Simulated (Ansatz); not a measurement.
BAs:
Space group F-43m (No. 216); a = 4.7680 Å, b = 4.7680 Å, c = 4.7680 Å, α = 90.00°, β = 90.00°, γ = 90.00°

```
atom  site  symmetry       x       y       z
----  ----  --------  ------  ------  ------
As      4c      -43m  0.2500  0.2500  0.2500
B       4a      -43m  0.0000  0.0000  0.0000
```
(The calculation used a cell of 2 atoms; values per cell refer to that cell.)

Relaxed with PBEsol. DFT-PBEsol in the program Ansatz with PAW potentials gives a gap of 1.08 eV.

Q: What gap does HSE06 give on the same cell (Ansatz, PAW)?

A: 1.82 eV, 0.74 eV more. The hybrid was solved on a coarser mesh and at special points; its gap is the smallest among all of these.

| k | v1 PBEsol | c1 PBEsol | v1 HSE06 | c1 HSE06 |
|---|---|---|---|---|
| Γ | 0.00 | 3.25 | ___ | ___ |
| X | -4.12 | 1.31 | -4.50 | 2.06 |
| L | -1.84 | 2.68 | ___ | ___ |
| W | -5.27 | 5.19 | ___ | ___ |
| K | -3.52 | 1.95 | ___ | ___ |

Q: Top valence (v1) and lowest conduction level (c1) in eV from each method's valence maximum (which need not be a listed point): supply the withheld HSE06 values.

A: 
- L, v1 HSE06: -2.00
- L, c1 HSE06: 3.59
- Γ, v1 HSE06: 0.00
- Γ, c1 HSE06: 4.12
- W, v1 HSE06: -5.70
- W, c1 HSE06: 6.18
- K, v1 HSE06: -3.84
- K, c1 HSE06: 2.75

Cost on shared cores: the PBEsol run (SCF on a 10×10×10 mesh, then bands and DOS) about 13 core-seconds (a rough figure), the HSE06 run (SCF on 7×7×7, then a few points) very roughly 100 core-seconds; the tasks are unlike.

The PBEsol relaxation kept the symmetry of its start. Scalar-relativistic: spin–orbit coupling is off unless named, which matters more the heavier the elements.

Potentials: the later of the program's two PAW sets.
